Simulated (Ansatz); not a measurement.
# Zone-centre modes in ZnO

These are results of Ansatz, DFT r2SCAN, scalar-relativistic, plane waves, PAW, not measurements. Settings: plane waves to 500 eV, k-mesh 10×10×10 (Γ-centred), Gaussian smearing 0.05 eV. No spin polarisation.

Zero of the scan (relaxed at this level):

```
Zn O
1.0
    -3.23520    0.00000    0.00000
     0.00000    5.60353    0.00000
     1.61760   -2.80177   -5.21142
Zn O
4 4
Direct
  0.99938 0.33272 0.99876
  0.49938 0.83272 0.99876
  0.24938 0.91605 0.49876
  0.74938 0.41605 0.49876
  0.80957 0.14290 0.61914
  0.30957 0.64290 0.61914
  0.05957 0.72623 0.11914
  0.55957 0.22623 0.11914
```

Harmonic modes by finite displacements of 0.02 Å, without the LO–TO term. The cell doubles the primitive one, so its zone centre also holds the primitive cell's point q = (0, 1/2, 1/2).

Problem. At this geometry, is the structure stable against these modes?

Solution. Yes: no mode is imaginary beyond 10 cm⁻¹, and only the three translations lie near zero.

Problem. List the wavenumbers in cm⁻¹.

Solution. 0, 0, 0, 92, 92, 110, 110, 115, 115, 259, 266, 266, 376, 398, 398, 430, 430, 451, 451, 456, 456, 544, 548, 548.

Cost: 1 run of about 14 core-minutes, on AMD EPYC 9R45 (Zen 5) (shared hosts).